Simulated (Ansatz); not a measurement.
HfO$_{2}$:
```xyz
6
Lattice="3.5770 0.0000 0.0000 0.0000 3.5770 0.0000 0.0000 0.0000 5.2036" Properties=species:S:1:pos:R:3 pbc="T T T"
Hf     1.7885     1.7885     2.6018
Hf     0.0000     0.0000     0.0000
O      0.0000     1.7885     3.6221
O      0.0000     1.7885     1.0203
O      1.7885     0.0000     4.1834
O      1.7885     0.0000     1.5816
```

Relaxed with r²SCAN. Special points in fractions of this cell's reciprocal vectors: Γ (0.000, 0.000, 0.000); X (0.000, 0.500, 0.000); M (0.500, 0.500, 0.000); Z (0.000, 0.000, 0.500); R (0.000, 0.500, 0.500); A (0.500, 0.500, 0.500).

List the band energies nearest the valence-band maximum at these points for plane-wave PAW r²SCAN with spin–orbit coupling (Ansatz code).

In eV from the valence-band maximum; about four levels below and three above (degenerate sets whole), none deeper than 8.9 eV; points with the same levels are listed once.

```csv
k,below,above
Γ,-0.07 -0.07 -0.07 -0.07,5.27 5.27 5.30 5.30
X,-0.15 -0.15 -0.15 -0.15,5.62 5.62 5.62 5.62
M,-0.51 -0.51 -0.51 -0.51,6.29 6.29 6.29 6.29
Z,0.00 0.00 0.00 0.00,5.92 5.92 5.92 5.92
R,-0.93 -0.93 -0.93 -0.93,5.73 5.73 5.73 5.73
A,-0.02 -0.02 -0.02 -0.02,6.41 6.41 6.41 6.41
```

Space group P4_2/nmc. This is a known high-temperature phase of the composition, computed here at zero pressure and temperature. Symmetry was held in the r²SCAN relaxation; whether a distortion lowers the energy is not shown. No spin polarisation was allowed.

Potentials: the earlier of the program's two PAW sets. The files were generated under PBE; for other functionals the program regenerates the frozen cores, and for LDA and PBEsol the local potential too.
